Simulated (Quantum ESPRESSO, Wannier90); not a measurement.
**Tight-binding from DFT: ScS (rock salt)**

```xyz
2
Lattice="0.0000 2.6088 2.6088 2.6088 0.0000 2.6088 2.6088 2.6088 0.0000" Properties=species:S:1:pos:R:3 pbc="T T T"
Sc     2.6088     2.6088     2.6088
S      0.0000     0.0000     0.0000
```

Materials Project entry mp-1476; symmetrised, unrelaxed at this level. COD (Crystallography Open Database) has an entry of this formula and space group (matched by these alone). Computed values, not measurements, from PBEsol: Quantum ESPRESSO (norm-conserving PseudoDojo potentials, cutoff 63 Ry, no spin polarisation, no spin-orbit coupling) on a Γ-centred 10×10×10 mesh, then Wannier90. Density: 10×10×10 mesh, cold smearing 0.01 Ry.

Base run: 8 functions from bands 6-22 of the 22 computed, start hydrogen-like Sc: d; S: p, centres 0.05 Å off the atoms, frozen window up to 1.50 eV relative to the Fermi level, outer window open. Rows change the key named; with other orbitals the number of functions and the frozen window follow, as listed; window edges are relative to the Fermi level. The misfit compares interpolated bands with pw.x on a high-symmetry path, for states up to 1.0 eV relative to the Fermi level. Converged means that the tolerances were met: symmetric starts can stop on a saddle, which shows as a larger Ω_OD at equal Ω_I and can move the misfit too.

Rows with other orbitals or bands describe another subspace, so their Ω_I can't be set against the base's. Runs that didn't settle are not listed.

| setting | orbitals | bands | functions | frozen to (eV) | Ω_I (Å²) | Ω_D (Å²) | Ω_OD (Å²) | rms misfit (meV) | worst (meV) | ended |
|---|---|---|---|---|---|---|---|---|---|---|
| base | Sc d, S p | 6-22 | 8 | 1.50 | 13.32 | 0.00 | 0.80 | 5.8 | 54 | converged |
| num_iter = 0 (projection only), orbitals on the atoms | Sc d, S p | 6-22 | 8 | 1.50 | 13.32 | 0.00 | 0.87 | 6.3 | 54 | no minimisation |
| start: the same orbitals exactly on the atoms | Sc d, S p | 6-22 | 8 | 1.50 | 13.32 | 0.00 | 0.80 | 5.8 | 54 | converged |
| other orbitals: Sc: d; S: s;p | Sc d, S sp | 5-22 | 9 | 1.50 | 12.26 | 0.00 | 1.76 | 5.3 | 55 | converged |
| start: atomic waves of the pseudopotential files | Sc 3d, Sc 4s, S 3p | 6-22 | 9 | 1.50 | 15.69 | 0.00 | 0.82 | 6.0 | 69 | converged |
| atomic waves with projectability windows 0.01 and 0.95 | Sc 3d, Sc 4s, S 3p | 6-22 | 9 | 1.50 | 16.51 | 0.00 | 0.88 | 5.7 | 77 | converged |
